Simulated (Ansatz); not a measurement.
LaTe:
```
CELL_PARAMETERS angstrom
      0.00000     3.24744     3.24744
      3.24744     0.00000     3.24744
      3.24744     3.24744     0.00000
ATOMIC_POSITIONS crystal
  La 0.00000 0.00000 0.00000
  Te 0.50000 0.50000 0.50000
```

Relaxed with r²SCAN. Special points in fractions of this cell's reciprocal vectors: Γ (0.000, 0.000, 0.000); X (0.500, 0.000, 0.500); U (0.625, 0.250, 0.625); K (0.375, 0.375, 0.750); L (0.500, 0.500, 0.500); W (0.500, 0.250, 0.750).

**Question.** List the band energies nearest the Fermi level at these points for the program Ansatz at the r²SCAN level (PAW).

**Answer.** In eV from the Fermi level; about four levels below and three above (degenerate sets whole), none deeper than 8.9 eV; points with the same levels are listed once.

| k | below | above |
|---|---|---|
| Γ | -2.70 -2.70 -2.70 -0.01 -0.01 -0.01 | 0.62 0.62 1.12 |
| X | -4.08 -3.13 -3.13 -1.59 | 1.32 1.33 1.40 1.40 |
| U | -4.32 -4.02 -3.72 -0.38 | 1.20 1.25 1.36 |
| L | -5.55 -4.25 -4.25 | 0.86 1.22 1.22 |
| W | -4.37 -3.89 -3.89 | 0.48 0.48 1.37 1.37 |

Space group Fm-3m (rock salt). The workflow started from a Materials Project entry (that database holds measured and hypothetical structures alike); the Crystallography Open Database files this formula in space group No. 225, but the cells were not matched. Its standing as an ambient phase is unchecked. Symmetry was held in the r²SCAN relaxation; whether a distortion lowers the energy is not shown. With an odd number of electrons in the cell and no spin polarisation, the count alone makes it a metal. Spin–orbit coupling is left out wherever it is not named.

Potentials: the later of the program's two PAW sets.
